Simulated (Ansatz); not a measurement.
An input for the plane-wave PAW code Ansatz:

```yaml
crystal:
  lattice:
    - [0.0, 2.7330707412, 2.7330707412]
    - [2.7330707412, 0.0, 2.7330707412]
    - [2.7330707412, 2.7330707412, 0.0]
  atoms:
    - { symbol: Os, position: [0.5, 0.5, 0.5], spin: 1.0 }
    - { symbol: Te, position: [0.0, 0.0, 0.0] }
basis:
  ecutwfc: 500
  ecutrho_ratio: 4
kpoints:
  mp_grid: { grid: [10, 10, 10] }
hamiltonian:
  xc: r2scan
scf:
  occupations: { method: gaussian, width: 0.05 }
output:
  forces: true
  stress: true
  eigenvalues: true
  populations: true
  write_density: true
  write_potential: true
  elf: true
  volumetric_format: npy
magnetization:
  spin_polarized: true
```

Launched as:
```sh
ansatz run input.yaml --threads 2 --pin off --max-ram 2662MiB --backend cpu --events-out ev --progress --plain --runs-dir out
```

The cell came from substitution into a structure type; whether the compound takes it is for experiment to say.

Task: What will the run give?

Result: Pressure -2.6 GPa, gap on the mesh zero (metallic), site spin moments Os 0.13 μB (r²SCAN, scalar-relativistic).

Output, machine lines left out:

```
Pseudopotentials: kind: paw
Pseudopotential: Os, paw, valence charge 16, recommended cutoff 500 eV (meta_gga), Os.paw.azcp
Pseudopotential: Te, paw, valence charge 16, recommended cutoff 500 eV (meta_gga), Te.paw.azcp
Crystal: 2 atoms, lattice volume = 40.830 Å³
Basis set: ecut = 500 eV, 1037 PW (Γ), exchange–correlation on 120×120×120 points (64 copies of the dense FFT grid, shifted against one another)
Bands: 21, of which v1, the nominal top of the filled ones, is band 16 counted from 1 (15 counted from 0)
Symmetry: 48 space group operations
Space group: Fm-3m (ITA 225), of the structure as read, at distance tolerance 3.4e-5 Å
Magnetic group: BNS 225.116 (UNI 1618), of the structure as read, at distance tolerance 3.4e-5 Å
k-points: 47 of 1000
Initial density: superposition of atomic densities (chi_scale 0.1, normalization cell)
Starting moments: Σ|m| = 1 μB on 1 of 2 sites
Initial wavefunctions: pseudopotential atomic-orbital guess
Functional: x = r2scan, c = r2scan; τ floored in thin density (d = 2e-4 eV/Å³)
iter 1 solved again at ethr=2.08e-3 eV; its pass at ethr=3.10e-3 eV (dr2=6.64e-1 eV) is discarded
```

```
SCF iter   1: F=—  HF=-18389.741598 eV  |F-HF|=—  |Δ(HF+E_count)|=         —  Δρ=2.46e-2 (↑2.20e-2 ↓2.46e-2)  dr2=9.64e-1  dr2_τ=3.32e-2  dr2_m=2.32e-2  M=0.603 μB ∫|m|=0.736 μB  β_m=0.76  ethr=2.08e-3  ⟨swp⟩=2.1  Hψ=12854  notcnv=0
Mixer restart at iter 1: flushing history
SCF iter   2: F=—  HF=-18389.652536 eV  |F-HF|=—  |Δ(HF+E_count)|=   8.91e-2  Δρ=1.60e-2 (↑1.60e-2 ↓1.42e-2)  dr2=3.36e-1  dr2_τ=9.92e-3  dr2_m=3.69e-3  M=0.611 μB ∫|m|=0.720 μB  β_m=1.00  ethr=2.08e-3  ⟨swp⟩=2.6  Hψ=3171  notcnv=0  defer=4  κ⁻¹=1.0e0(r=1)
SCF iter   3: F=—  HF=-18390.056707 eV  |F-HF|=—  |Δ(HF+E_count)|=   4.04e-1  Δρ=1.19e-2 (↑9.85e-3 ↓1.19e-2)  dr2=2.52e-1  dr2_τ=6.72e-3  dr2_m=9.32e-4  M=0.562 μB ∫|m|=0.648 μB  β_m=0.36  ethr=1.05e-3  ⟨swp⟩=2.0  Hψ=3072  notcnv=0  defer=71  κ⁻¹=1.4e-1(r=2)
SCF iter   4: F=—  HF=-18390.247103 eV  |F-HF|=—  |Δ(HF+E_count)|=         —  Δρ=1.18e-2 (↑2.95e-3 ↓1.18e-2)  dr2=1.03e-1  dr2_τ=9.21e-3  dr2_m=1.58e-2  M=0.252 μB ∫|m|=0.343 μB  β_m=0.90  ethr=7.88e-4  ⟨swp⟩=2.9  Hψ=3173  notcnv=0  defer=71
Mixer restart at iter 4: flushing history
SCF iter   5: F=—  HF=-18390.258586 eV  |F-HF|=—  |Δ(HF+E_count)|=   1.15e-2  Δρ=8.05e-3 (↑2.14e-3 ↓8.05e-3)  dr2=5.36e-2  dr2_τ=7.83e-4  dr2_m=5.69e-3  M=0.186 μB ∫|m|=0.231 μB  β_m=1.00  ethr=3.22e-4  ⟨swp⟩=2.1  Hψ=3122  notcnv=0  defer=67  κ⁻¹=1.0e0(r=1)
SCF iter   6: F=—  HF=-18390.264676 eV  |F-HF|=—  |Δ(HF+E_count)|=   6.09e-3  Δρ=6.05e-3 (↑4.79e-3 ↓6.05e-3)  dr2=6.32e-3  dr2_τ=1.77e-3  dr2_m=9.54e-3  M=-0.087 μB ∫|m|=0.098 μB  β_m=0.30  ethr=1.67e-4  ⟨swp⟩=2.1  Hψ=3370  notcnv=0  defer=67  κ⁻¹=2.5e-1(r=2)
SCF iter   7: F=—  HF=-18390.260303 eV  |F-HF|=—  |Δ(HF+E_count)|=   4.37e-3  Δρ=4.85e-3 (↑4.85e-3 ↓4.46e-3)  dr2=2.22e-3  dr2_τ=3.12e-4  dr2_m=7.27e-3  M=-0.182 μB ∫|m|=0.198 μB  β_m=0.30  ethr=1.97e-5  ⟨swp⟩=2.0  Hψ=3965  notcnv=0  defer=71  κ⁻¹=2.4e-2(r=3)
SCF iter   8: F=—  HF=-18390.247284 eV  |F-HF|=—  |Δ(HF+E_count)|=   1.30e-2  Δρ=2.22e-3 (↑2.22e-3 ↓2.16e-3)  dr2=7.46e-4  dr2_τ=3.41e-5  dr2_m=1.49e-3  M=-0.173 μB ∫|m|=0.186 μB  β_m=1.00  ethr=6.95e-6  ⟨swp⟩=2.0  Hψ=3045  notcnv=0  defer=72  κ⁻¹=1.0e-2(r=4)
...
SCF 1 converged in 41 iterations: F = -18390.246097 eV  dr2 = 1.86e-10
...
SCF iter  22: F=-18390.246097 eV  HF=-18390.246097 eV  |F-HF|=9.13e-10  |Δ(HF+E_count)|=   8.74e-8  Δρ=1.66e-6 (↑1.16e-6 ↓1.66e-6)  dr2=1.17e-9  dr2_τ=9.31e-11  dr2_m=4.34e-10  M=0.157 μB ∫|m|=0.163 μB  β_m=1.20  ethr=1.24e-11  ⟨swp⟩=1.0  Hψ=5783  notcnv=0  κ⁻¹=1.3e-5(r=8)
SCF iter  23: F=-18390.246097 eV  HF=-18390.246097 eV  |F-HF|=1.36e-8  |Δ(HF+E_count)|=   1.21e-8  Δρ=1.14e-6 (↑8.68e-7 ↓1.14e-6)  dr2=1.97e-10  dr2_τ=5.27e-11  dr2_m=3.14e-10  M=0.157 μB ∫|m|=0.163 μB  β_m=1.20  ethr=3.65e-12  ⟨swp⟩=1.1  Hψ=5781  notcnv=0  κ⁻¹=6.5e-6(r=8)
SCF iter  24: F=-18390.246097 eV  HF=-18390.246097 eV  |F-HF|=3.02e-9  |Δ(HF+E_count)|=   1.28e-8  Δρ=4.53e-7 (↑4.53e-7 ↓4.20e-7)  dr2=1.47e-11  dr2_τ=1.09e-11  dr2_m=6.52e-11  M=0.157 μB ∫|m|=0.163 μB  β_m=1.20  ethr=1.00e-12  ⟨swp⟩=1.0  Hψ=6071  notcnv=0  κ⁻¹=2.5e-5(r=8)
SCF iter  25: F=-18390.246097 eV  HF=-18390.246097 eV  |F-HF|=6.88e-10  |Δ(HF+E_count)|=   2.99e-9  Δρ=2.33e-7 (↑2.33e-7 ↓2.05e-7)  dr2=1.24e-11  dr2_τ=2.52e-12  dr2_m=1.26e-11  M=0.157 μB ∫|m|=0.164 μB  ethr=1.00e-12  ⟨swp⟩=1.1  Hψ=5712  notcnv=0
```

```
SCF 2 converged in 25 iterations: F = -18390.246097 eV  dr2 = 1.24e-11
at 11 of the mixer's solves, the last at iteration 34, it left a direction of its history that read negative out of its fit and stepped the other way along it
SCF converged after 41 iterations
Magnetization: 0.1574 μB (16.0787 up, 15.9213 down)
Absolute magnetization: 0.1636 μB (∫|ρ↑−ρ↓|, with the PAW one-centre terms)
Per-site moments (μB) at R_I (Å): [(0.12943, 1.12739), (0.00788, 1.12739)]
Free energy (F): -18390.246097 eV
E sigma→0 (E₀):  -18390.244624 eV
Entropy (-TS):   -0.002946 eV (-1.473 meV/atom)
Fermi energy:    16.558699 eV
--- Per-component energies (eV) ---
  E_band       = -366.133853
  E_kinetic    = 750.272404
  E_local      = -2020.588522  (includes V_loc(G=0)·N_el)
  E_nonlocal   = -310.556360
  E_hartree    = 1113.425069
  E_xc         = -367.874002
  E_vxc        = -425.599217  (∫ρ·V_xc dr)
  E_paw        = -13727.933265  (= ΣΔE_a)
  E_vpaw       = -611.794513  (= ΣTr[D̂ρ^β])
  E_aug_tail   = -0.000207  (compensation charges beyond the density's cutoff)
  E_vtau       = 25.282593  (kinetic-family band-sum trace: ∫τ·v_τ [+ j·A + Jᵃ·Aᵃ] dr)
  E_ewald      = -3826.888110
  E_core_change = -0.100157  (= ΣΔE_core)
  E_smearing   = -0.002946  (= −TS)
--- Forces (eV/Å), atoms counted from 1 ---
  atom   1  Os     0.00000000     0.00000000     0.00000000
  atom   2  Te     0.00000000     0.00000000     0.00000000
--- Stress (GPa, compression-positive) ---
       -2.628488       0.000000       0.000000
        0.000000      -2.628488       0.000000
        0.000000       0.000000      -2.628488
  P = ⅓ Tr σ = -2.6285 GPa (-26.285 kbar)
--- Löwdin populations: 2 sites ---
  site symbol       q [e]    m [muB]
     0     Os     16.1590     0.1468
     1     Te     15.6557     0.0127
```

Run time: 23 s on 2 threads of AMD EPYC 9R45 96-Core Processor (Zen 5), with other jobs on the host, peak memory 0.66 GiB.

Total energies depend on the potentials used, so only differences within one code and one set of settings carry meaning.

Spin–orbit coupling, which matters for such heavy elements, is left out. So small a moment in a metal hangs on mesh and smearing, and semilocal functionals can overstate it, so the real crystal may have none. Site moments are of spin, integrated over atomic spheres.
